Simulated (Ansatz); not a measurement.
Relaxation of a relaxed Pt cell displaced along its unstable phonon at q = (½, 0, 0) of its primitive reciprocal cell (28i cm⁻¹), largest move 0.15 Å; 4 atoms in the cell, which starts as P-1 (No. 2), aP4; a = b = 4.084 Å, c = 7.073 Å, α = β = 73.22°, γ = 60.00°. Computed with PBE (plane waves to 420 eV, PAW, scalar-relativistic; Ansatz, a quantum-chemistry and plane-wave program). Γ-centred k-mesh 5×10×10 on the run's cell (coarser than for final values), Fermi–Dirac smearing 0.05 eV. This is the first round of the run. 

The optimiser's lines from the output (shortened; P is positive under compression):

```
relax step   1: F+E_penalty+E_count = -50094.60899719 eV  Δ(F+E_penalty+E_count) = +0.000e0 eV  max|allowed force component| = 1.233e-1 eV/Å  Δτ_max = 0.0000 Å  P = -0.521 GPa  Ω = 96.302 Å³  (10 SCF iters, dr2 threshold 1.00e-7 eV, accepted)
relax step   2: F+E_penalty+E_count = -50094.64424892 eV  Δ(F+E_penalty+E_count) = -3.525e-2 eV  max|allowed force component| = 1.298e-1 eV/Å  Δτ_max = 0.0719 Å  P = +0.300 GPa  Ω = 95.094 Å³  (8 SCF iters, dr2 threshold 4.00e-7 eV, accepted)
relax step   3: F+E_penalty+E_count = -50094.80165409 eV  Δ(F+E_penalty+E_count) = -1.574e-1 eV  max|allowed force component| = 1.679e-1 eV/Å  Δτ_max = 0.1830 Å  P = -0.804 GPa  Ω = 93.570 Å³  (9 SCF iters, dr2 threshold 4.00e-7 eV, accepted)
relax step   4: F+E_penalty+E_count = -50095.12312729 eV  Δ(F+E_penalty+E_count) = -3.215e-1 eV  max|allowed force component| = 4.022e-1 eV/Å  Δτ_max = 0.1950 Å  P = -2.972 GPa  Ω = 90.988 Å³  (9 SCF iters, dr2 threshold 4.00e-7 eV, accepted)
relax step   5: F+E_penalty+E_count = -50095.48525197 eV  Δ(F+E_penalty+E_count) = -3.621e-1 eV  max|allowed force component| = 4.198e-1 eV/Å  Δτ_max = 0.0927 Å  P = +0.055 GPa  Ω = 86.508 Å³  (8 SCF iters, dr2 threshold 4.00e-7 eV, accepted)
relax step   6: F+E_penalty+E_count = -50095.75757237 eV  Δ(F+E_penalty+E_count) = -2.723e-1 eV  max|allowed force component| = 4.851e-1 eV/Å  Δτ_max = 0.1634 Å  P = +0.539 GPa  Ω = 84.746 Å³  (8 SCF iters, dr2 threshold 4.00e-7 eV, accepted)
relax step   7: F+E_penalty+E_count = -50096.13036943 eV  Δ(F+E_penalty+E_count) = -3.728e-1 eV  max|allowed force component| = 4.562e-1 eV/Å  Δτ_max = 0.1581 Å  P = -0.822 GPa  Ω = 82.240 Å³  (9 SCF iters, dr2 threshold 4.00e-7 eV, accepted)
relax step   8: F+E_penalty+E_count = -50096.48792602 eV  Δ(F+E_penalty+E_count) = -3.576e-1 eV  max|allowed force component| = 9.210e-1 eV/Å  Δτ_max = 0.1150 Å  P = +2.422 GPa  Ω = 78.881 Å³  (8 SCF iters, dr2 threshold 4.00e-7 eV, accepted)
relax step   9: F+E_penalty+E_count = -50096.73720059 eV  Δ(F+E_penalty+E_count) = -2.493e-1 eV  max|allowed force component| = 6.695e-1 eV/Å  Δτ_max = 0.1949 Å  P = +3.763 GPa  Ω = 77.576 Å³  (8 SCF iters, dr2 threshold 4.00e-7 eV, accepted)
relax step  10: F+E_penalty+E_count = -50096.94385682 eV  Δ(F+E_penalty+E_count) = -2.067e-1 eV  max|allowed force component| = 1.633e-1 eV/Å  Δτ_max = 0.2000 Å  P = -0.995 GPa  Ω = 78.377 Å³  (8 SCF iters, dr2 threshold 4.00e-7 eV, accepted)
relax step  11: F+E_penalty+E_count = -50096.95354740 eV  Δ(F+E_penalty+E_count) = -9.691e-3 eV  max|allowed force component| = 5.405e-1 eV/Å  Δτ_max = 0.1061 Å  P = +3.372 GPa  Ω = 75.499 Å³  (8 SCF iters, dr2 threshold 4.00e-7 eV, accepted)
relax step  12: F+E_penalty+E_count = -50097.09701771 eV  Δ(F+E_penalty+E_count) = -1.435e-1 eV  max|allowed force component| = 5.280e-1 eV/Å  Δτ_max = 0.0903 Å  P = +2.767 GPa  Ω = 73.385 Å³  (7 SCF iters, dr2 threshold 4.00e-7 eV, accepted)
relax step  13: F+E_penalty+E_count = -50097.47715727 eV  Δ(F+E_penalty+E_count) = -3.801e-1 eV  max|allowed force component| = 3.792e-1 eV/Å  Δτ_max = 0.0763 Å  P = +0.519 GPa  Ω = 70.987 Å³  (6 SCF iters, dr2 threshold 4.00e-7 eV, accepted)
relax step  14: F+E_penalty+E_count = -50097.91900322 eV  Δ(F+E_penalty+E_count) = -4.418e-1 eV  max|allowed force component| = 4.902e-1 eV/Å  Δτ_max = 0.0869 Å  P = -0.417 GPa  Ω = 68.238 Å³  (6 SCF iters, dr2 threshold 4.00e-7 eV, accepted)
relax step  15: F+E_penalty+E_count = -50098.30116444 eV  Δ(F+E_penalty+E_count) = -3.822e-1 eV  max|allowed force component| = 4.536e-1 eV/Å  Δτ_max = 0.1033 Å  P = +2.423 GPa  Ω = 65.026 Å³  (6 SCF iters, dr2 threshold 4.00e-7 eV, accepted)
relax step  16: F+E_penalty+E_count = -50098.57150455 eV  Δ(F+E_penalty+E_count) = -2.703e-1 eV  max|allowed force component| = 2.644e-1 eV/Å  Δτ_max = 0.0745 Å  P = +6.943 GPa  Ω = 62.265 Å³  (6 SCF iters, dr2 threshold 4.00e-7 eV, accepted)
relax step  17: F+E_penalty+E_count = -50098.72154493 eV  Δ(F+E_penalty+E_count) = -1.500e-1 eV  max|allowed force component| = 3.237e-1 eV/Å  Δτ_max = 0.0497 Å  P = +7.000 GPa  Ω = 61.445 Å³  (6 SCF iters, dr2 threshold 4.00e-7 eV, accepted)
relax step  18: F+E_penalty+E_count = -50098.78091266 eV  Δ(F+E_penalty+E_count) = -5.937e-2 eV  max|allowed force component| = 7.422e-2 eV/Å  Δτ_max = 0.0481 Å  P = -4.189 GPa  Ω = 64.208 Å³  (6 SCF iters, dr2 threshold 4.00e-7 eV, accepted)
relax step  19: F+E_penalty+E_count = -50098.80192366 eV  Δ(F+E_penalty+E_count) = -2.101e-2 eV  max|allowed force component| = 5.234e-3 eV/Å  Δτ_max = 0.0083 Å  P = +0.557 GPa  Ω = 62.914 Å³  (6 SCF iters, dr2 threshold 4.00e-7 eV, accepted)
relax step  20: F+E_penalty+E_count = -50098.80310097 eV  Δ(F+E_penalty+E_count) = -1.177e-3 eV  max|allowed force component| = 2.821e-4 eV/Å  Δτ_max = 0.0005 Å  P = -0.022 GPa  Ω = 63.077 Å³  (6 SCF iters, dr2 threshold 4.00e-7 eV, accepted)
relax step  21: F+E_penalty+E_count = -50098.80310659 eV  Δ(F+E_penalty+E_count) = -5.624e-6 eV  max|allowed force component| = 5.070e-5 eV/Å  Δτ_max = 0.0000 Å  P = +0.002 GPa  Ω = 63.072 Å³  (7 SCF iters, dr2 threshold 1.05e-8 eV, accepted)
relax step  22: F+E_penalty+E_count = -50098.82126204 eV  Δ(F+E_penalty+E_count) = -1.816e-2 eV  max|allowed force component| = 5.066e-5 eV/Å  Δτ_max = 0.0000 Å  P = +0.684 GPa  Ω = 63.072 Å³  stress off target by 1.81e0 GPa  SCF on the basis re-selected at this cell (its energy is not comparable with the rows above)  (7 SCF iters)
relax step  23: F+E_penalty+E_count = -50098.82304940 eV  Δ(F+E_penalty+E_count) = -1.787e-3 eV  max|allowed force component| = 3.822e-4 eV/Å  Δτ_max = 0.0000 Å  P = +0.067 GPa  Ω = 63.247 Å³  (6 SCF iters, dr2 threshold 4.00e-7 eV, accepted)
relax step  24: F+E_penalty+E_count = -50098.82306144 eV  Δ(F+E_penalty+E_count) = -1.203e-5 eV  max|allowed force component| = 1.982e-5 eV/Å  Δτ_max = 0.0000 Å  P = +0.001 GPa  Ω = 63.266 Å³  (6 SCF iters, dr2 threshold 8.62e-8 eV, accepted)
relax step  25: F+E_penalty+E_count = -50098.82313776 eV  Δ(F+E_penalty+E_count) = -7.632e-5 eV  max|allowed force component| = 1.982e-5 eV/Å  Δτ_max = 0.0000 Å  P = -0.000 GPa  Ω = 63.266 Å³  stress off target by 2.42e-3 GPa  SCF on the basis re-selected at this cell (its energy is not comparable with the rows above)  (8 SCF iters)
```

From the first to the last row the energy changes by -1.05 eV/atom and the volume by -34.3 %. The last row is marked as not comparable with the walk above it, whose basis was carried along; it does compare with step 1, since both stand on a basis selected at the nominal cutoff for their own cell.

Later rounds, restarted from the end of this one on a renewed k-mesh, logged 8 more steps and released under 0.01 eV/atom more. The final structure after all rounds: I4/mmm (No. 139), tI2, AFLOW prototype A_tI2_139_a (A_a); a = 3.399 Å, b = 3.399 Å, c = 2.738 Å, α = 90.00°, β = 90.00°, γ = 90.00°. Between re-selections the logged energies stand on a plane-wave basis carried along with the cell. No spin polarisation in the result.

The run could not lose the symmetry of its start: the end is stationary, and may be a saddle point rather than a minimum.

The relaxed structure here is a generated cell of Pt: the first start was made by placing the elements on the sites of a structure type, and the end was not matched to a known phase here, so it may be hypothetical. Known forms of Pt include space group No. 225.
